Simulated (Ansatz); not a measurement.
Run on Zn (sc type): DFT, PBEsol, all-electron LAPW, scalar-relativistic (Ansatz 0.2.0). This run: volume at 0.4 of the series' base cell.

The cell comes from a relaxation on PAW files under the same functional, begun from a prototype that needn't be the stable phase.

Command: `ansatz run input.yaml --threads 1 --pin off --max-ram 2048MiB --backend cpu --events-out ev --progress --plain --runs-dir out` It took 15 s on 1 thread of Arm Neoverse V2 (shared host), peak memory 0.36 GiB.

```yaml
crystal:
  lattice:
    - [1.8893747966, 0.0, 0.0]
    - [0.0, 1.8893747966, 0.0]
    - [0.0, 0.0, 1.8893747966]
  atoms:
    - { symbol: Zn, position: [0.0, 0.0, 0.0] }
kpoints:
  mp_grid: { grid: [17, 17, 17] }
  band_path:
    path:
      - [0.0, 0.0, 0.0]
      - [0.0, 0.5, 0.0]
      - [0.5, 0.5, 0.0]
      - [0.0, 0.0, 0.0]
      - [0.5, 0.5, 0.5]
      - [0.0, 0.5, 0.0]
      - [0.5, 0.5, 0.5]
      - [0.5, 0.5, 0.0]
    npoints: 8
scf:
  occupations: { method: fermi_dirac, width: 0.05 }
hamiltonian:
  xc: pbesol
  pseudopotentials: { kind: all_electron, lapw: { basis_error: 0.001 } }
output:
  forces: true
  stress: true
  eigenvalues: true
  populations: true
  dos: { projected: true, de: 0.2, e_range: [-14, 8] }
```

Output:

```
Zn: projections on atomic orbitals take those of the free atom 1s2 2s2 2p6 3s2 3p6 3d10 4s2, of charge +0.00 (hamiltonian.pseudopotentials.projection_atoms)
LAPW: plane waves up to 12.467 Å⁻¹, error target 1.0e-3 eV per atom; small_component_spin mean_spin; Zn in spheres of 0.945 Å, 20 of its electrons in bands, Dirac shells [] (how accurate: hamiltonian.pseudopotentials.lapw.basis_error, Limitations)
Engine: ansatz 0.2.0
Pseudopotentials: kind: all_electron
Pseudopotential: Zn, LAPW, valence charge 20, lapw/all_electron/scalar/gaussian/Zn, Koelling and Harmon's equation, gaussian nucleus
Functional definition: PBEsol
  exchange = pbesol_x
  correlation = pbesol_c
Crystal: 1 atoms, lattice volume = 6.745 Å³
Basis set: ecut = 592.2128814513927 eV, 251 PW (Γ), exchange–correlation at level 2
Bands: 14, of which v1, the nominal top of the filled ones, is band 10 counted from 1 (9 counted from 0)
Symmetry: 48 space group operations
Space group: Pm-3m (ITA 221), of the structure as read, at distance tolerance 1.9e-5 Å
k-points: 165 of 4913
Non-local potential: Zn, projectors of the file, none
Initial density: superposition of atomic densities (chi_scale 0.1, normalization cell)
Initial wavefunctions: plane waves of lowest kinetic energy (no species holds an atomic orbital)
Functional: x = pbesol(κ = 0.804, μ = 0.12345679012345678), c = pbesol(β = 0.046)
iter 1 solved again at ethr=7.60e-4 eV; its pass at ethr=1.00e-1 eV (dr2=1.52e-1 eV) is discarded
SCF iter   1: F=—  HF=-48828.001107 eV  |F-HF|=—  |Δ(HF+E_count)|=         —  Δρ=6.92e-2  dr2=1.53e-1  ethr=7.60e-4  ⟨swp⟩=2.5  Hψ=15797  notcnv=0
preconditioner: auto → none  [metal: Δε(μ)=0.063 eV  Ē_g=27.617 eV  σ=0.050 eV  W_gap=0.31  n_scr=0 (ndim 8)  ℏωp=49.5 eV  f_vac=0.000  D(μ)=0.29/eV (n_scr^D=0)]
iter 2 solved again at ethr=7.13e-6 eV; its pass at ethr=7.60e-4 eV (dr2=1.43e-3 eV) is discarded
SCF iter   2: F=—  HF=-48827.787792 eV  |F-HF|=—  |Δ(HF+E_count)|=   2.13e-1  Δρ=6.55e-3  dr2=1.43e-3  ethr=7.13e-6  ⟨swp⟩=2.2  Hψ=12049  notcnv=0
SCF iter   3: F=—  HF=-48827.666210 eV  |F-HF|=—  |Δ(HF+E_count)|=   1.22e-1  Δρ=1.33e-2  dr2=4.46e-3  ethr=7.13e-6  ⟨swp⟩=3.0  Hψ=7752  notcnv=0
SCF iter   4: F=—  HF=-48827.660975 eV  |F-HF|=—  |Δ(HF+E_count)|=         —  Δρ=2.01e-3  dr2=6.67e-5  ethr=7.13e-6  ⟨swp⟩=2.7  Hψ=6501  notcnv=0
the basis was enlarged: its passes take 171.7 KiB over the memory plan, 1 of 1 planned eigensolver slots
SCF iter   5: F=—  HF=-48827.660957 eV  |F-HF|=—  |Δ(HF+E_count)|=   1.78e-5  Δρ=2.40e-4  dr2=2.53e-6  ethr=3.33e-7  ⟨swp⟩=2.0  Hψ=6119  notcnv=0
SCF iter   6: F=—  HF=-48827.660952 eV  |F-HF|=—  |Δ(HF+E_count)|=   5.59e-6  Δρ=3.09e-5  dr2=4.15e-8  ethr=1.26e-8  ⟨swp⟩=2.0  Hψ=6119  notcnv=0
SCF iter   7: F=-48827.660952 eV  HF=-48827.660952 eV  |F-HF|=8.59e-10  |Δ(HF+E_count)|=   9.27e-8  Δρ=1.99e-6  dr2=1.63e-10  ethr=2.07e-10  ⟨swp⟩=2.4  Hψ=6197  notcnv=0
SCF 1 converged in 7 iterations: F = -48827.660952 eV  dr2 = 1.63e-10
NSCF: frozen V_eff on 57 k-points
SCF converged after 7 iterations
Free energy (F): -48827.660952 eV
Harris-Foulkes:  -48827.660952 eV  (|F-HF|=8.59e-10)
Internal energy: -48827.657714 eV  (E = F + TS)
E sigma→0 (E₀):  -48827.659333 eV
Entropy (-TS):   -0.003238 eV (-3.238 meV/atom)
Fermi energy:    36.737941 eV
--- Per-component energies (eV) ---
  E_band       = -180.750587
  E_kinetic    = 49788.330660
  E_xc         = -1921.422328
  E_electrostatic = -96694.566045  (all electrons and nuclei)
  E_smearing   = -0.003238  (= −TS)
  E_closure    = 0.000000  (closes the sum)
  E_atoms      = -48833.332136  (free atoms, spherical and without spin; not in F)
  Σ components = -48827.660952   (vs F -48827.660952, Δ=0.00e0)
  Basis errors (estimates in eV, not in F): energy 3.4e-4 per atom: plane waves 3.1e-4 (1.7e-4 summed), levels above the bands 9.1e-148, relativity 2.9e-8, radial functions 2.8e-5, core shells 1.1e-7; eigenvalues (radial functions only) 3.2e-6; not estimated: angular momenta, meshes, grids; target (lapw.basis_error) 1.0e-3; muffin-tin radii Zn 0.945 Å
--- Forces (eV/Å), atoms counted from 1 ---
  atom   1  Zn    -0.00000000     0.00000000     0.00000000
  max |Σ_I F_I| component: 2.05e-33 eV/Å
--- Stress (GPa, compression-positive) ---
      532.431536      -0.000000       0.000000
       -0.000000     532.431536       0.000000
        0.000000       0.000000     532.431536
  P = ⅓ Tr σ = 532.4315 GPa (5324.315 kbar)
--- Band table (eV; the first three rows and the last of 165) ---
  k-point 0: bands = ["-94.2517", "-48.0509", "-48.0509", "-48.0509", "16.8079", "20.7833", "20.7833", "26.7714", "26.7714", "26.7714", "57.8691", "57.8691", "57.8691", "62.3712"]
  k-point 1: bands = ["-94.2467", "-48.0825", "-48.0482", "-48.0482", "16.9662", "20.8079", "20.8776", "26.7003", "26.7003", "26.7771", "55.7033", "58.0836", "58.0836", "62.3717"]
  k-point 2: bands = ["-94.2325", "-48.1727", "-48.0405", "-48.0405", "17.4264", "20.8788", "21.1603", "26.4995", "26.4995", "26.7934", "52.1667", "58.7156", "58.7156", "62.3730"]
  k-point 164: bands = ["-93.8279", "-48.7301", "-48.7292", "-48.7292", "21.4440", "21.4966", "21.4966", "28.0811", "28.0811", "46.2568", "47.3106", "47.6562", "47.6562", "53.5212"]
--- Löwdin populations: 1 site ---
  site symbol       q [e]
     0     Zn     29.4438
  spilling = 0.018540 (of n_electrons = 30.000000)
```

populations.tsv:

```
# site	symbol	l	j	q
# orbitals = lowdin
# n_electrons = 30.000000
# spilling = 0.018540
# projection_atom_Zn: 1s2 2s2 2p6 3s2 3p6 3d10 4s2
0	Zn	0_1S	-	1.999985
0	Zn	0_2S	-	1.999223
0	Zn	0_3S	-	1.982515
0	Zn	0_4S	-	1.529125
0	Zn	1_2P	-	5.999994
0	Zn	1_3P	-	5.998693
0	Zn	2_3D	-	9.934267
```

The structure type is held throughout; the real material can change phase at far lower pressure.
